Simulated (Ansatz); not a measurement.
## Property card for OsC

OsC:
```yaml
crystal:
  lattice:
    - [2.91681, 0.00000, 0.00000]
    - [-1.45840, 2.52603, 0.00000]
    - [0.00000, 0.00000, 2.70616]
  atoms:
    - { symbol: Os, position: [0.00000, 0.00000, 0.00000] }
    - { symbol: C, position: [0.66667, 0.33333, 0.50000] }
```

Space group P-6m2 (No. 187); conventional cell a = b = 2.9168 Å, c = 2.7062 Å, α = β = 90.00°, γ = 120.00°.

Method: the program Ansatz at the PBEsol level (PAW). Geometry: relaxed at this level of theory. Other levels are named where they apply.

Cell and energy:

```yaml
volume_per_atom: 9.97 Å³
density: 16.84 g/cm³
Formation energy from the elements (no fitted shifts): 832 meV/atom
```

Electronic structure:

```yaml
electronic_character: metallic (no gap)
Density of states at the Fermi level: 0.50 states/eV per atom (mean over ±0.08 eV)
Gap with spin–orbit coupling: none (metallic)
```

Mechanics:

```yaml
Bulk modulus (Birch–Murnaghan fit): 407 GPa
Pressure derivative B′: 4.4
Elastic constants (relaxed ions, GPa): C11 = 473, C12 = 408, C13 = 275, C33 = 909, C44 = 99.4
mechanical_stability: stable (all eigenvalues of C positive)
hill_bulk_and_shear_moduli: 413 and 82.3 GPa
Young's modulus: 231 GPa
Poisson's ratio: 0.41
debye_temperature_from_the_elastic_constants: 346 K
```

Phonons:

```yaml
highest_zone_centre_frequency: 573 cm⁻¹
zone_centre_stability: no imaginary mode at Γ
```

A made-up cell: these elements were put on the sites of a structure type; neither database checked (COD, Materials Project) lists it. Its standing as an ambient phase is unchecked. The PBEsol relaxation kept the symmetry of its start. No spin polarisation was allowed. As this level gives no gap, shear constants depend on the k-mesh and smearing (Fermi–Dirac, 0.1 eV here). As this level gives no gap, phonon frequencies hold no LO–TO term and depend on the k-mesh and smearing (Fermi–Dirac, 0.1 eV here). On the denser mesh and wider smearing of the elastic run this cell carries a stress of 0.9 GPa. The references are the lowest solids computed at this level, not always the standard phases. Spin–orbit coupling is left out wherever it is not named.

Potentials: the earlier of the program's two PAW sets. The files were generated under PBE; for other functionals the program regenerates the frozen cores, and for LDA and PBEsol the local potential too.
